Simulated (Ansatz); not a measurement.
CoO (rock salt)

```xyz
2
Lattice="0.0000 2.0836 2.0836 2.0836 0.0000 2.0836 2.0836 2.0836 0.0000" Properties=species:S:1:pos:R:3 pbc="T T T"
O      0.0000     0.0000     0.0000
Co     2.0836     2.0836     2.0836
```

The slice is a {100} plane (indices of the conventional cell) through the point (0.000, 0.000, 0.000) (fractional), spanned by u = [100] and v = [0 1 -1] in vectors of this cell: u (2.95 Å) and v (2.95 Å, at 90° to u). It covers one period; positions are fractions (u, v).

Calculation: PBEsol (plane waves to 420 eV, PAW, scalar-relativistic; Ansatz, a quantum-chemistry and plane-wave program). k mesh 19×19×19. These are valence fields of a PAW run, semicore shells included where kept as valence: close to a nucleus they are smooth pseudo fields. CoO is run spin-polarised and with no Hubbard U; the real compound is an antiferromagnetic insulator, a state that this run doesn't describe. CoO was relaxed with its symmetry unable to fall. Relaxed CoO ends ferromagnetic. Other magnetic orders were not checked, so this need not be the ground state.

**Question.** What is the ELF at the midpoint of the shortest O–Co line in this plane (2.08 Å)?

**Answer.** 0.14.

**Question.** What is the valence density on the shortest O–Co line in this plane (2.08 Å), at its midpoint?

**Answer.** 0.47 e/Å³.

**Question.** Sketch the spin density, up minus down on this plane as a map.

**Answer.** 
```
|00000000000000000000|
|00000000000000000000|
|00000000000000000000|
|00000000000000000000|
|00000000000000000000|
|00000000000000000000|
|00000000111110000000|
|00000001233321000000|
|00000001367631000000|
|00000001379731000000|
|00000001367631000000|
|00000001233321000000|
|00000000111110000000|
|00000000000000000000|
|00000000000000000000|
|00000000000000000000|
|00000000000000000000|
|00000000000000000000|
|00000000000000000000|
|00000000000000000000|
```
Scale: ten equal steps from 0.00 (start of '0') to 10.50 (end of '9'), in the order '0123456789'. Values: spin density, up minus down in e/Å³. The map has 20 points along u (one character each, u = 0 at the left) and 20 along v (v = 0 in the bottom row).
